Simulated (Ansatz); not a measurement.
SrMgF$_{4}$:
```
CELL_PARAMETERS angstrom
      1.96503    -7.24227     0.00000
      1.96503     7.24227     0.00000
      0.00000     0.00000     5.60629
ATOMIC_POSITIONS crystal
  Sr 0.34019 0.65981 0.03924
  Sr 0.65981 0.34019 0.53924
  Mg 0.91601 0.08399 0.59485
  Mg 0.08399 0.91601 0.09485
  F  0.83858 0.16142 0.30814
  F  0.16142 0.83858 0.80814
  F  0.03528 0.96472 0.43378
  F  0.96472 0.03528 0.93378
  F  0.79786 0.20214 0.78723
  F  0.20214 0.79786 0.28723
  F  0.41417 0.58583 0.61975
  F  0.58583 0.41417 0.11975
```

x, y and z are the axes in which the lattice vectors are written.

Problem. Give the proper piezoelectric stress tensor with relaxed ions from plane-wave PAW PBEsol (Ansatz code).

Solution. In C/m², rows x, y, z, Voigt columns; mesh uncertainty up to 0.00.
```
 0.00   0.00   0.00   0.00   0.08   0.00
 0.00   0.00   0.00   1.33   0.00   0.00
 0.01   0.00  -0.36   0.00   0.00   0.00
```

The elastic tensor of the same run (GPa):

```
      1     2     3     4     5     6
-  ----  ----  ----  ----  ----  ----
1   169  37.6  66.2   0.0   0.0   0.0
2  37.6  89.5  43.5   0.0   0.0   0.0
3  66.2  43.5   108   0.0   0.0   0.0
4   0.0   0.0   0.0  17.7   0.0   0.0
5   0.0   0.0   0.0   0.0  53.5   0.0
6   0.0   0.0   0.0   0.0   0.0  30.5
```

Problem. Convert to strain constants d = e·S.

Solution. In pC/N:
```
 0.0   0.0   0.0   0.0   1.6   0.0
 0.0   0.0   0.0  75.1   0.0   0.0
 1.7   1.7  -5.1   0.0   0.0   0.0
```

Space group Cmc2_1. The first step of the workflow began from a Materials Project structure, measured or hypothetical; the Crystallography Open Database files this formula in space group No. 36, but the cells were not matched. Its standing as an ambient phase is unchecked. The PBEsol relaxation kept the symmetry of its start; whether a distortion lowers the energy is not shown. Signs of piezoelectric constants follow the polarity of the cell as given.

Potentials: the earlier of the program's two PAW sets. The files were generated under PBE; for other functionals the program regenerates the frozen cores, and for LDA and PBEsol the local potential too.
